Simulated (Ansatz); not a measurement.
Cs2PbI2Cl2 (I4/mmm) from a database of computed structures, relaxed with r2SCAN. The symmetry is I4/mmm (No. 139, tetragonal); conventional cell a = 5.696 Å, c = 19.215 Å, 44.52 Å³ an atom. Cs is surrounded by 4 Cl at 3.79 Å and 5 I at 3.89–4.09 Å; Pb is surrounded by 4 Cl at 2.85 Å and 2 I at 3.22 Å; I is surrounded by 1 Pb at 3.22 Å and 5 Cs at 3.89–4.09 Å; Cl is surrounded by 2 Pb at 2.85 Å and 4 Cs at 3.79 Å.

```
Cs Pb I Cl
1.0
    -2.84779    2.84779    9.60752
     2.84779   -2.84779    9.60752
     2.84779    2.84779   -9.60752
Cs Pb I Cl
2 1 2 2
Cartesian
  0.0000 0.0000 7.1110
  0.0000 0.0000 12.1041
  0.0000 0.0000 0.0000
  0.0000 0.0000 3.2185
  0.0000 0.0000 15.9966
  0.0000 2.8478 0.0000
  2.8478 0.0000 0.0000
```

The questions ask for values computed with Ansatz 0.2.0 on this geometry. The values are computed, spin-unpolarised, and not measurements.

Given (6×6×6 mesh): PBE gives a direct gap of 2.45 eV at X.

Problem. Estimate the gap with r2SCAN on 6×6×6.

Solution. The r2SCAN gap is direct at X: 2.83 eV. The gap differs by +0.38 eV from PBE's.

Problem. Estimate the gap with HSE06 on 4×4×4.

Solution. The HSE06 gap is direct at X: 3.17 eV. The gap differs by +0.72 eV from PBE's.

Problem. Going by these computed values, what does each step up buy?

Solution. r2SCAN covers 52 % of the step from PBE to HSE06, while HSE06 needs about 18 times r2SCAN's cost (on a coarser mesh). Among these functionals the gap stays direct.

Spin-orbit coupling is left out; in compounds of Pb, Bi, Tl or Hg it can lower a gap by up to about 1 eV, split its edges or invert the bands.
